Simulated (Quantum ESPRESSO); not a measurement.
Ge5CSi2, input and log of a self-consistent run

A calculation, not a measurement. The program is pw.x of Quantum ESPRESSO 7.5 (plane-wave density functional theory). The cell is made up: 8 atoms on a zincblende/diamond lattice, with randomly drawn elements, strain and displacements, not relaxed. PseudoDojo standard norm-conserving files (v0.5 for PBE, v0.4.1 for LDA and PBEsol) set the functional; there is no spin polarisation, spin-orbit coupling or dispersion term, and the masses in the input are unused placeholders.

Input:

```
&control calculation='scf', pseudo_dir='./dojo.nc.sr.pbe.v0_5.standard.upf', outdir='./o', disk_io='medium', tprnfor=.true., tstress=.true. /
&system ibrav=0, nat=8, ntyp=3, nbnd=51, ecutwfc=82.02448710, nosym=.true., tot_charge=0,
 occupations='smearing', smearing='fd', degauss=0.0073498644
/
&electrons conv_thr=7.350e-09, electron_maxstep=60, /
ATOMIC_SPECIES
C 1.0 C.upf
Ge 1.0 Ge.upf
Si 1.0 Si.upf
CELL_PARAMETERS angstrom
5.6593 0.0225 -0.0643
0.0225 5.79 -0.0045
-0.0643 -0.0045 5.7321
ATOMIC_POSITIONS angstrom
Ge -0.024 -0.023 0.0314
Ge -0.0179 2.9856 2.8788
Ge 2.8588 0.025 2.7741
C 2.8007 2.9043 -0.0293
Ge 1.4492 1.4744 1.4039
Ge 1.3394 4.414 4.2557
Si 4.2253 1.4172 4.3294
Si 4.1801 4.3143 1.5152
K_POINTS automatic
6 6 6 1 1 1
```

The log is shortened where brackets say so; the opening notice, blank lines, dates and the lines on written files are dropped, and the path of the files is cut. It prints rydbergs, bohrs and kilobars, and counts compression as positive stress.

```
     Program PWSCF v.7.5
     Parallel version (MPI & OpenMP), running on       1 processor cores
     Number of MPI processes:                 1
     Threads/MPI process:                     1
     [start-up lines left out]
     bravais-lattice index     =            0
     lattice parameter (alat)  =      10.6953  a.u.
     unit-cell volume          =    1267.3289 (a.u.)^3
     number of atoms/cell      =            8
     number of atomic types    =            3
     number of electrons       =        82.00
     number of Kohn-Sham states=           51
     kinetic-energy cutoff     =      82.0245  Ry
     charge density cutoff     =     328.0979  Ry
     scf convergence threshold =      7.3E-09
     mixing beta               =       0.7000
     number of iterations used =            8  plain     mixing
     Exchange-correlation= PBE
                           (   1   4   3   4   0   0   0)
     [axes and pseudopotential details left out]
   Cartesian axes
     site n.     atom                  positions (alat units)
         1        Ge     tau(   1) = (  -0.0042405  -0.0040638   0.0055480  )
         2        Ge     tau(   2) = (  -0.0031627   0.5275182   0.5086480  )
         3        Ge     tau(   3) = (   0.5051142   0.0044172   0.4901488  )
         4        C      tau(   4) = (   0.4948487   0.5131535  -0.0051769  )
         5        Ge     tau(   5) = (   0.2560555   0.2605080   0.2480516  )
         6        Ge     tau(   6) = (   0.2366552   0.7798986   0.7519290  )
         7        Si     tau(   7) = (   0.7465577   0.2504015   0.7649509  )
         8        Si     tau(   8) = (   0.7385714   0.7622829   0.2677169  )
     number of k points=   108  Fermi-Dirac smearing, width (Ry)=  0.0073
     Number of k-points >= 100: set verbosity='high' to print them.
     Dense  grid:   127189 G-vectors     FFT dimensions: (  64,  64,  64)
     Estimated max dynamical RAM per process >     177.96 MB
     Initial potential from superposition of free atoms
     starting charge      81.9946, renormalised to      82.0000
     Starting wfcs are   57 randomized atomic wfcs
     total cpu time spent up to now is       62.7 secs
     per-process dynamical memory:   101.3 Mb
     Self-consistent Calculation
     iteration #  1     ecut=    82.02 Ry     beta= 0.70
     Davidson diagonalization with overlap
     ethr =  1.00E-02,  avg # of iterations =  3.2
     Threshold (ethr) on eigenvalues was too large:
     Diagonalizing with lowered threshold
     Davidson diagonalization with overlap
     ethr =  4.13E-04,  avg # of iterations =  2.2
     total cpu time spent up to now is      368.5 secs
     total energy              =    -921.68312297 Ry
     estimated scf accuracy    <       0.34145004 Ry
     iteration #  2     ecut=    82.02 Ry     beta= 0.70
     Davidson diagonalization with overlap
     ethr =  4.16E-04,  avg # of iterations =  7.5
     total cpu time spent up to now is      562.9 secs
     total energy              =    -921.60724069 Ry
     estimated scf accuracy    <       1.44137134 Ry
     iteration #  3     ecut=    82.02 Ry     beta= 0.70
     Davidson diagonalization with overlap
     ethr =  4.16E-04,  avg # of iterations =  5.0
     total cpu time spent up to now is      720.4 secs
     total energy              =    -921.82550494 Ry
     estimated scf accuracy    <       0.01732871 Ry
     iteration #  4     ecut=    82.02 Ry     beta= 0.70
     Davidson diagonalization with overlap
     ethr =  2.11E-05,  avg # of iterations =  6.4
     total cpu time spent up to now is      879.2 secs
     total energy              =    -921.82840211 Ry
     estimated scf accuracy    <       0.00414299 Ry
     iteration #  5     ecut=    82.02 Ry     beta= 0.70
     Davidson diagonalization with overlap
     ethr =  5.05E-06,  avg # of iterations =  2.9
     total cpu time spent up to now is     1021.7 secs
     total energy              =    -921.82920576 Ry
     estimated scf accuracy    <       0.00048089 Ry
     iteration #  6     ecut=    82.02 Ry     beta= 0.70
     Davidson diagonalization with overlap
     ethr =  5.86E-07,  avg # of iterations =  2.4
     total cpu time spent up to now is     1154.6 secs
     total energy              =    -921.82931702 Ry
     estimated scf accuracy    <       0.00004556 Ry
     iteration #  7     ecut=    82.02 Ry     beta= 0.70
     Davidson diagonalization with overlap
     ethr =  5.56E-08,  avg # of iterations =  2.3
     total cpu time spent up to now is     1267.9 secs
     total energy              =    -921.82932634 Ry
     estimated scf accuracy    <       0.00000268 Ry
     iteration #  8     ecut=    82.02 Ry     beta= 0.70
     Davidson diagonalization with overlap
     ethr =  3.27E-09,  avg # of iterations =  4.0
     total cpu time spent up to now is     1407.4 secs
     total energy              =    -921.82932712 Ry
     estimated scf accuracy    <       0.00000117 Ry
     iteration #  9     ecut=    82.02 Ry     beta= 0.70
     Davidson diagonalization with overlap
     ethr =  1.43E-09,  avg # of iterations =  2.0
     total cpu time spent up to now is     1520.7 secs
     total energy              =    -921.82932735 Ry
     estimated scf accuracy    <       0.00000006 Ry
     iteration # 10     ecut=    82.02 Ry     beta= 0.70
     Davidson diagonalization with overlap
     ethr =  7.24E-11,  avg # of iterations =  3.5
     total cpu time spent up to now is     1648.7 secs
     total energy              =    -921.82932737 Ry
     estimated scf accuracy    <       0.00000001 Ry
     iteration # 11     ecut=    82.02 Ry     beta= 0.70
     Davidson diagonalization with overlap
     ethr =  1.26E-11,  avg # of iterations =  2.1
     total cpu time spent up to now is     1766.0 secs
     End of self-consistent calculation
     Number of k-points >= 100: set verbosity='high' to print the bands.
     the Fermi energy is     6.6021 ev
!    total energy              =    -921.82932737 Ry
     estimated scf accuracy    <          1.7E-09 Ry
     smearing contrib. (-TS)   =      -0.00166070 Ry
     internal energy E=F+TS    =    -921.82766668 Ry
     The total energy is F=E-TS. E is the sum of the following terms:
     one-electron contribution =    -562.41937420 Ry
     hartree contribution      =     328.13820212 Ry
     xc contribution           =    -227.84781263 Ry
     ewald contribution        =    -459.69868197 Ry
     convergence has been achieved in  11 iterations
     Forces acting on atoms (cartesian axes, Ry/au):
     atom    1 type  2   force =    -0.01497805   -0.00992577    0.02988347
     atom    2 type  2   force =    -0.01109117   -0.06148247    0.01271158
     atom    3 type  2   force =    -0.00630865    0.01216736    0.04426223
     atom    4 type  1   force =     0.01487207   -0.00383416    0.00931704
     atom    5 type  2   force =     0.01848760    0.05626553   -0.04529512
     atom    6 type  2   force =     0.06409875   -0.02992125    0.04421892
     atom    7 type  3   force =    -0.04337163    0.06676951    0.00740394
     atom    8 type  3   force =    -0.02170892   -0.03003874   -0.10250206
     Total force =     0.196324     Total SCF correction =     0.000227
     Computing stress (Cartesian axis) and pressure
          total   stress  (Ry/bohr**3)                   (kbar)     P=      -67.38
  -0.00038916  -0.00011927   0.00015416          -57.25      -17.55       22.68
  -0.00011927  -0.00051048   0.00005151          -17.55      -75.09        7.58
   0.00015416   0.00005151  -0.00047457           22.68        7.58      -69.81
     init_run     :     57.73s CPU     62.53s WALL (       1 calls)
     electrons    :   1646.03s CPU   1703.34s WALL (       1 calls)
     forces       :     23.63s CPU     23.84s WALL (       1 calls)
     stress       :     57.57s CPU     57.76s WALL (       1 calls)
     [timing details left out]
     PWSCF        :  29m45.50s CPU  30m49.98s WALL
     JOB DONE.
```

In other units: free energy -12542.127 eV for the cell, pressure -6.74 GPa, largest force component 2.635 eV/Å. A rerun of this cell at 1347 eV and a 8 x 8 x 8 mesh moved values by no more than 0.002 eV in energy, 0.02 GPa in stress and 0.007 eV/Å in force.